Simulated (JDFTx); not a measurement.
Input for JDFTx (a modified build): C5H9NO (SMILES CN1CCCC1=O), charge 0, multiplicity 1, vacuum; lengths in bohr, energies in hartree.

```
lattice \
  20.7869873709 0.0000000000 0.0000000000 \
  0.0000000000 19.3696927774 0.0000000000 \
  0.0000000000 0.0000000000 16.0626720593
coords-type Cartesian
ion C -3.7896891660 -0.3327840206 -0.0157970007 0
ion N -1.0788039277 -0.2599594877 -0.0353675854 0
ion C 0.4097075517 -2.5235332924 -0.3429861713 0
ion C 3.0994025064 -1.6560040007 0.2920337770 0
ion C 3.0536166366 1.1724782950 -0.2843762660 0
ion C 0.2813220683 1.8991724643 -0.0290817644 0
ion O -0.5830702574 4.0109236558 0.1289391044 0
ion H -4.4739364062 -1.4675745492 1.5679755828 0
ion H -4.5171850747 -1.1322370065 -1.7774077323 0
ion H -4.4609527629 1.6020259380 0.1844624390 0
ion H 0.2708355598 -3.2197096390 -2.2949024188 0
ion H -0.2671887170 -4.0109236558 0.9227658025 0
ion H 3.4767374552 -1.9589844260 2.2949024188 0
ion H 4.5171850747 -2.6716289484 -0.7971093015 0
ion H 4.2278844042 2.2936038949 0.9766469217 0
ion H 3.6338352886 1.5714316516 -2.2239232149 0
ion-species pseudo/c_pbe_v1.2.upf
ion-species pseudo/n_pbe_v1.2.upf
ion-species pseudo/o_pbe_v1.2.upf
ion-species pseudo/h_pbe_v1.4.upf
elec-cutoff 20 100
elec-ex-corr gga-PBE
symmetries none
coulomb-interaction Isolated
coulomb-truncation-embed 0 0 0
elec-n-bands 20
electronic-minimize nIterations 150 energyDiffThreshold 1e-7
dump-name s0.$VAR
dump End State Ecomponents EigStats BandEigs Forces ElecDensity IonicPositions
```

The minimisation and the closing blocks of the log:

```
ElecMinimize: Iter:   0  Etot: -59.192409183894938  |grad|_K:  1.248e-03  alpha:  1.000e+00
ElecMinimize: Iter:   1  Etot: -59.850892007076048  |grad|_K:  4.033e-04  alpha:  7.702e-01  linmin: -1.457e-02
ElecMinimize: Iter:   2  Etot: -59.918382985383936  |grad|_K:  1.824e-04  alpha:  7.462e-01  linmin: -1.890e-03
ElecMinimize: Iter:   3  Etot: -59.933841797567986  |grad|_K:  8.812e-05  alpha:  8.391e-01  linmin:  1.145e-03
ElecMinimize: Iter:   4  Etot: -59.937159435125203  |grad|_K:  4.647e-05  alpha:  7.736e-01  linmin: -1.111e-03
ElecMinimize: Iter:   5  Etot: -59.938068040855434  |grad|_K:  2.316e-05  alpha:  7.603e-01  linmin:  6.807e-04
ElecMinimize: Iter:   6  Etot: -59.938343305464613  |grad|_K:  1.224e-05  alpha:  9.284e-01  linmin: -3.538e-04
ElecMinimize: Iter:   7  Etot: -59.938428712420581  |grad|_K:  6.246e-06  alpha:  1.031e+00  linmin:  1.534e-04
ElecMinimize: Iter:   8  Etot: -59.938451475427847  |grad|_K:  3.528e-06  alpha:  1.055e+00  linmin: -7.212e-05
ElecMinimize: Iter:   9  Etot: -59.938458329577252  |grad|_K:  1.992e-06  alpha:  9.960e-01  linmin: -1.706e-05
ElecMinimize: Iter:  10  Etot: -59.938460499603380  |grad|_K:  1.115e-06  alpha:  9.887e-01  linmin:  4.050e-06
ElecMinimize: Iter:  11  Etot: -59.938461252081012  |grad|_K:  6.368e-07  alpha:  1.096e+00  linmin: -5.193e-05
ElecMinimize: Iter:  12  Etot: -59.938461474450897  |grad|_K:  3.899e-07  alpha:  9.917e-01  linmin:  1.337e-06
ElecMinimize: Iter:  13  Etot: -59.938461546752599  |grad|_K:  2.401e-07  alpha:  8.602e-01  linmin: -3.863e-05
ElecMinimize: Iter:  14  Etot: -59.938461574909809  |grad|_K:  1.466e-07  alpha:  8.836e-01  linmin: -1.346e-04
ElecMinimize: Converged (|Delta Etot|<1.000000e-07 for 2 iters).

# Ionic positions in cartesian coordinates:
ion C  -3.789689166000000  -0.332784020600000  -0.015797000700000 0
ion C   0.409707551700000  -2.523533292400000  -0.342986171300000 0
ion C   3.099402506400000  -1.656004000700000   0.292033777000000 0
ion C   3.053616636600000   1.172478295000000  -0.284376266000000 0
ion C   0.281322068300000   1.899172464300000  -0.029081764400000 0
ion N  -1.078803927700000  -0.259959487700000  -0.035367585400000 0
ion O  -0.583070257400000   4.010923655800000   0.128939104400000 0
ion H  -4.473936406199999  -1.467574549200000   1.567975582800000 0
ion H  -4.517185074700000  -1.132237006500000  -1.777407732300000 0
ion H  -4.460952762900000   1.602025938000000   0.184462439000000 0
ion H   0.270835559800000  -3.219709639000000  -2.294902418800000 0
ion H  -0.267188717000000  -4.010923655800000   0.922765802500000 0
ion H   3.476737455199999  -1.958984426000000   2.294902418800000 0
ion H   4.517185074700000  -2.671628948400000  -0.797109301500000 0
ion H   4.227884404200000   2.293603894900000   0.976646921700000 0
ion H   3.633835288600000   1.571431651600000  -2.223923214900000 0

# Forces in Cartesian coordinates:
force C   0.004019412438784   0.001489788818499  -0.000052117706370 0
force C   0.003079729253699   0.000425371091879   0.000520089698846 0
force C  -0.002344879984453   0.003753244318021  -0.003511693821673 0
force C  -0.002353817159311  -0.005482491906282   0.002655164378289 0
force C   0.015467930842611  -0.005274500715168   0.000318047250103 0
force N  -0.007696538298509  -0.014664360760620   0.001445325308872 0
force O  -0.010297772991817   0.028845918064432   0.001156955179363 0
force H  -0.003617524233420  -0.004292267632331   0.005251740511916 0
force H  -0.003877090392252  -0.003067250423470  -0.006154299203499 0
force H  -0.003470058370372   0.007104444649736   0.000645038060271 0
force H  -0.000742977105356  -0.004086600915554  -0.006048973112366 0
force H  -0.002088159422971  -0.006088918549250   0.003213144698887 0
force H   0.001675055125970  -0.001815605769006   0.007267682720012 0
force H   0.005554929115376  -0.005137305016682  -0.003008933696112 0
force H   0.003896286729309   0.005543633782143   0.003727828690744 0
force H   0.002826708655162   0.002651581202651  -0.007469216269303 0

# Energy components:
   Eewald =      172.4646628770018140
       EH =      218.8359864601943912
     Eloc =     -474.3519171925208866
      Enl =        7.5629421339705454
      Exc =      -18.7133560795260756
 Exc_core =        0.3220433677288320
       KE =       33.9411768582415618
-------------------------------------
     Etot =      -59.9384615749098089


	eMin: -0.949872 at state 0 ( [ +0.000000 +0.000000 +0.000000 ] spin 0 )
	HOMO: -0.203301 at state 0 ( [ +0.000000 +0.000000 +0.000000 ] spin 0 )
```

The run took 15 electronic cycles; the highest occupied level lies at -5.53 eV from the vacuum level.
